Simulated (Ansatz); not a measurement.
**Relaxing BiAs in the zincblende type**

First guess:

```xyz
2
Lattice="0.0000 3.2195 3.2195 3.2195 0.0000 3.2195 3.2195 3.2195 0.0000" Properties=species:S:1:pos:R:3 pbc="T T T"
Bi    0.0000    0.0000    0.0000
As    1.6098    1.6098    1.6098
```

Method: DFT, PBE, PAW with Ansatz's default frozen-core files, scalar-relativistic (Ansatz 0.2.0).

Cell and atoms relax within the symmetry of the start on a 10×10×10 k mesh with 0.03 eV Fermi–Dirac smearing.

The start is built from a prototype, known or not as a phase of this compound; the cutoff is 420 eV.

Spin–orbit coupling is left out, though it moves levels of the heavy atoms by tenths of an eV or more.

(1) What is the pressure of the first guess?

(2) What does it relax to?

(3) How much energy does the relaxation release?

## Answers

(1) 6.01 GPa.

(2) a = 6.706 Å, b = 6.706 Å, c = 6.706 Å, α = 90.00°, β = 90.00°, γ = 90.00° (conventional cell), 37.69 Å³ per atom:
Space group F-43m (No. 216). a = 6.706 Å, b = 6.706 Å, c = 6.706 Å, α = 90.00°, β = 90.00°, γ = 90.00°
| atom | site | symmetry | x | y | z |
| --- | --- | --- | --- | --- | --- |
| Bi | 4a | -43m | 0.0000 | 0.0000 | 0.0000 |
| As | 4d | -43m | 0.2500 | 0.2500 | 0.7500 |

(3) 73 meV/atom.
